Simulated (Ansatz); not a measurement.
SiO2 in space group Pn-3m (No. 224; Si on 2a, O on 4b), r²SCAN (plane waves, PAW; program Ansatz). The conduction-band minimum lies at Γ, with 1 equivalent valley. Second derivatives d²E/dk² of the lowest band at one valley (eV·Å²), along Cartesian directions:…

```tsv
direction	d²E/dk²
[100]	18.46
[010]	18.46
[001]	18.46
[110]	18.46
[101]	18.46
[011]	18.46
```

Question: Find the principal effective masses, the density-of-states mass and the conductivity mass.

Answer: Off-diagonal terms follow from H_xy = H[110] − (H_xx + H_yy)/2, and m*/mₑ = 7.620 eV·Å² over each eigenvalue: 0.41, 0.41, 0.41. One valley's DOS mass (m₁m₂m₃)^(1/3) = 0.41, conductivity mass 3/(Σ 1/mᵢ) = 0.41 mₑ.

Question: What effective density of states Nc follows at 300 K for parabolic valleys?

Answer: Nc = 2.509e19 × 1 × (0.41)^(3/2) ≈ 6.6e18 cm⁻³.

Question: With the computed static dielectric constant 9.12 (mean of the diagonal), estimate a hydrogenic donor's binding energy and radius.

Answer: E = 13.606 eV × 0.41/9.12² ≈ 67 meV; a = 0.529 Å × ε/m* ≈ 12 Å. Semilocal masses tend to be too small where the gap is.

The first step of the workflow began from a Materials Project structure, measured or hypothetical; the Crystallography Open Database copy checked does not list it. It is not the phase usual at ambient conditions (space group No. 92, 152, 154). Symmetry was held in the r²SCAN relaxation; phonons on a q-mesh show no instability.

Potentials: the earlier of the program's two PAW sets.
